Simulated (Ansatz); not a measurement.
Given:

Ag3P11:
Space group Cm (No. 8); a = 12.9201 Å, b = 7.5279 Å, c = 6.5174 Å, α = γ = 90.00°, β = 119.01°

| atom | site | symmetry | x | y | z |
|---|---|---|---|---|---|
| Ag | 2a | m | 0.2068 | 0.5000 | 0.9659 |
| Ag | 2a | m | 0.4101 | 0.0000 | 0.1992 |
| Ag | 2a | m | 0.0021 | 0.0000 | 0.9966 |
| P | 2a | m | 0.1898 | 0.0000 | 0.9625 |
| P | 2a | m | 0.0110 | 0.5000 | 0.9557 |
| P | 2a | m | 0.4159 | 0.5000 | 0.2649 |
| P | 4b | 1 | 0.4786 | 0.2541 | 0.4669 |
| P | 4b | 1 | 0.2368 | 0.1500 | 0.4918 |
| P | 4b | 1 | 0.1679 | 0.2245 | 0.7303 |
| P | 4b | 1 | 0.4208 | 0.2310 | 0.7384 |
(The calculation used a cell of 14 atoms; values per cell refer to that cell.)

This is the PBEsol-relaxed structure.

### Question
All from PBEsol in the plane-wave PAW code Ansatz, unless another level is named. Give the HSE06 gap on the PBEsol cell.

### Answer
1.32 eV.

### Question
What about the hole effective mass?

### Answer
0.17, 0.51, 0.60 mₑ (principal values).

### Question
Predict the gap with spin–orbit coupling.

### Answer
0.65 eV.

### Question
Give the valence-band maximum.

### Answer
at Γ.

The first step of the workflow began from a Materials Project structure, measured or hypothetical; the Crystallography Open Database files this formula in space group No. 8, but the cells were not matched. Its standing as an ambient phase is unchecked. The PBEsol relaxation kept the symmetry of its start; whether a distortion lowers the energy is not shown. The run is not spin-polarised. Scalar-relativistic: spin–orbit coupling is off unless named, which matters more the heavier the elements.

Potentials: the later of the program's two PAW sets.
